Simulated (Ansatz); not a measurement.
Relaxed-ion elastic tensor of C (rhombohedral graphite, R-3m) in GPa (Voigt order), plane-wave PAW r²SCAN (Ansatz code); density 2.15 g/cm³, 9.26 Å³ per atom.

```
1040   178  -2.4   0.9   0.0   0.0
 178  1040  -2.4  -0.9   0.0   0.0
-2.4  -2.4  19.8   0.0   0.0   0.0
 0.9  -0.9   0.0   2.4   0.0   0.0
 0.0   0.0   0.0   0.0   2.4   0.9
 0.0   0.0   0.0   0.0   0.9   431
```

### Question
Is the crystal mechanically stable?

### Answer
Yes: the smallest eigenvalue of C is 2.4 GPa.

### Question
Work out the Voigt and Reuss bounds. Is their mean of use?

### Answer
K_V = 272, K_R = 19.0; G_V = 216, G_R = 5.5 GPa. The bounds lie so far apart that a Hill average or a Debye temperature from it would say little.

The workflow started from a Materials Project entry (that database holds measured and hypothetical structures alike); the Crystallography Open Database files this formula in space group No. 166, but the cells were not matched. It is not the phase usual at ambient conditions (space group No. 194, 227). Symmetry was held in the r²SCAN relaxation; its stability against distortions is not shown here. A crystal of weakly bound layers computed without a dispersion correction: the cell and the soft elastic constants depend strongly on that. As this level gives no gap, shear constants depend on the k-mesh and smearing (Fermi–Dirac, 0.1 eV here).

Potentials: the later of the program's two PAW sets.
